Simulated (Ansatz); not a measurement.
BAs: from a starting cell to a relaxed one

The start is a relaxed BAs cell deformed by the Cartesian strain tensor (xx, yy, zz, yz, xz, xy) = (0.036, -0.045, 0.019, -0.045, -0.015, -0.010). Cell shape, volume and atoms are optimised at zero target pressure with PBEsol (plane waves to 420 eV, PAW, scalar-relativistic; Ansatz, an electronic-structure program). The first steps use a coarse 8×8×8 k-mesh.

Initial structure:
```
BAs
1.0
   -0.06198     2.16931     2.32188
    2.43273    -0.13230     2.39220
    2.44465     2.25155    -0.14422
As B
1 1
Direct
  0.75000   0.75000   0.75000
  0.00000   0.00000   0.00000
```

**Question.** By how much does the energy per atom fall from start to end?

**Answer.** 0.10 eV/atom.

**Question.** How does the volume per atom move from start to end?

**Answer.** -0.6 %, from 13.62 to 13.55 Å³/atom.

**Question.** Is the parent structure recovered?

**Answer.** The parent structure is recovered, F-43m (No. 216).

**Question.** How do the shortest distances between atoms change?

**Answer.** The closest pairs of elements (up to four, under 3.6 Å), start → end: As–B 1.98 → 2.06 Å; As–As 3.18 → 3.37 Å; B–B 3.18 → 3.37 Å.

**Question.** Is the relaxed structure metallic? Give its gap.

**Answer.** 1.08 eV, indirect (valence top at Γ, conduction bottom at 82 % of the way from Γ to X) (no spin-orbit coupling).

Final structure:

```cif
data_As4B4
_chemical_formula_sum 'As4 B4'
_space_group_name_H-M_alt 'F-43m'
_space_group_IT_number 216
_space_group_name_Hall 'F -4 2 3'
_cell_length_a 4.76772
_cell_length_b 4.76772
_cell_length_c 4.76772
_cell_angle_alpha 90.000
_cell_angle_beta 90.000
_cell_angle_gamma 90.000
loop_
_atom_site_label
_atom_site_type_symbol
_atom_site_symmetry_multiplicity
_atom_site_Wyckoff_symbol
_atom_site_fract_x
_atom_site_fract_y
_atom_site_fract_z
_atom_site_occupancy
As1 As 4 c 0.25000 0.25000 0.25000 1
B1 B 4 a 0.00000 0.00000 0.00000 1
```
(The calculation used a cell of 2 atoms; values per cell refer to that cell.)

Final values are on a 12×12×12 k-mesh of the relaxed cell. No spin polarisation in the result.
